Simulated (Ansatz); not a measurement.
NiSb₂ in space group Pnnm (No. 58; Ni on 2a, Sb on 4g), the program Ansatz at the r²SCAN level (PAW), all energies at zero smearing, with the estimated change up to a 700 eV cutoff added, with one set of potentials and settings (totals compare only within such a set). Cell of 6 atoms (2 Ni, 4 Sb): -37688.245 eV.

```
element                             reference phase  E (eV/atom)
-------  ------------------------------------------  -----------
Ni       Fm-3m, 1 atoms in the cell, spin-polarised   -5845.2912
Sb                        R-3m, 2 atoms in the cell   -6499.1272
```

Formation energy per atom, worked out: (-37688.245 − 2×(-5845.2912) − 4×(-6499.1272))/6 = -0.192 eV/atom (-19 kJ per mol of atoms), at 0 K, without zero-point energy or fitted corrections.

The workflow started from an entry of the Crystallography Open Database (COD). Whether it is the stable phase at ambient conditions was not checked. The cell was relaxed with r²SCAN under the symmetry of its start; its stability against distortions is not shown here. The workflow began spin-polarised and lost its moments. The references are the lowest solids computed at this level, not always the standard phases. Spin–orbit coupling is left out wherever it is not named.

Potentials: the later of the program's two PAW sets.
